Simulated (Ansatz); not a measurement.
Input:

ZrTa:
```yaml
crystal:
  lattice:
    - [4.65646, 0.00000, 0.00000]
    - [0.00000, 3.56954, 0.00000]
    - [0.00000, 0.00000, 4.97073]
  atoms:
    - { symbol: Ta, position: [0.25000, 0.00000, 0.81293] }
    - { symbol: Ta, position: [0.75000, 0.00000, 0.18707] }
    - { symbol: Zr, position: [0.25000, 0.50000, 0.27872] }
    - { symbol: Zr, position: [0.75000, 0.50000, 0.72128] }
```

This is the r²SCAN-relaxed structure.

Question: All from plane-wave PAW r²SCAN (Ansatz code), unless another level is named. Give the density of states at the Fermi level.

Answer: 1.0 states/eV per atom (mean over ±0.08 eV).

Question: What about the formation energy from the elements (no fitted shifts)?

Answer: 0.17 eV/atom.

Space group Pmma. The start of the workflow was typed in or built on a structure type; neither database checked (COD, Materials Project) lists it. Whether it is the stable phase at ambient conditions was not checked. The r²SCAN relaxation kept the symmetry of its start; whether a distortion lowers the energy is not shown. The run is not spin-polarised. Its formation energy is positive at this level, so the cell may be metastable or incomplete. The references are the lowest solids computed at this level, not always the standard phases. Scalar-relativistic: spin–orbit coupling is off unless named, which matters more the heavier the elements.

Potentials: the later of the program's two PAW sets.
